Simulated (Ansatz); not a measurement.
Zr3Ag, DFT, LDA, all-electron PAW with datasets made for the crystal, scalar-relativistic (Ansatz 0.2.0), run on 1 thread of Arm Neoverse V1 on a shared host.

The cell comes from COD entry 1509571, which wasn't checked; take it as a given geometry.

Command: `ansatz run input.yaml --threads 1 --pin off --max-ram 4096MiB --backend cpu --events-out ev --progress --plain --runs-dir out`

```yaml
crystal:
  lattice:
    - [4.566, 0.0, 0.0]
    - [0.0, 4.566, 0.0]
    - [0.0, 0.0, 3.986]
  atoms:
    - { symbol: Zr, position: [0.5, 0.5, 0.0] }
    - { symbol: Zr, position: [0.0, 0.5, 0.5] }
    - { symbol: Zr, position: [0.5, 0.0, 0.5] }
    - { symbol: Ag, position: [0.0, 0.0, 0.0] }
kpoints:
  mp_grid: { grid: [7, 7, 8] }
  band_path:
    path:
      - [0.0, 0.0, 0.0]
      - [0.0, 0.5, 0.0]
      - [0.5, 0.5, 0.0]
      - [0.0, 0.0, 0.0]
      - [0.0, 0.0, 0.5]
      - [0.0, 0.5, 0.5]
      - [0.5, 0.5, 0.5]
      - [0.0, 0.0, 0.5]
      - [0.0, 0.5, 0.0]
    npoints: 8
scf:
  occupations: { method: fermi_dirac, width: 0.05 }
hamiltonian:
  xc: lda
  pseudopotentials: { kind: all_electron, datasets: crystal }
output:
  forces: true
  stress: true
  eigenvalues: true
  efg: { contact_densities: true }
```

(1) How large is the problem that the program sets up?

(2) About how long does it take, and how much memory does it use?

(3) And the same cell and mesh by all-electron LAPW, asked for forces, stress, eigenvalues, populations, dos and the same band path, on the same hardware?

(4) And the same cell and mesh by PAW with the default files, asked for forces, stress, eigenvalues, efg, populations, bader, dos, write_density, write_potential, elf and the same band path, on the same hardware?

Results:

(1) 50 irreducible k-points, 687 plane waves at Γ, 41 bands.

(2) 53 s of wall time for 11 SCF iterations, with a peak of 0.7 GiB. Times on shared machines scatter by tens of per cent.

(3) 2.1 min, peak memory 0.61 GiB.

(4) 41 s, peak memory 0.47 GiB.
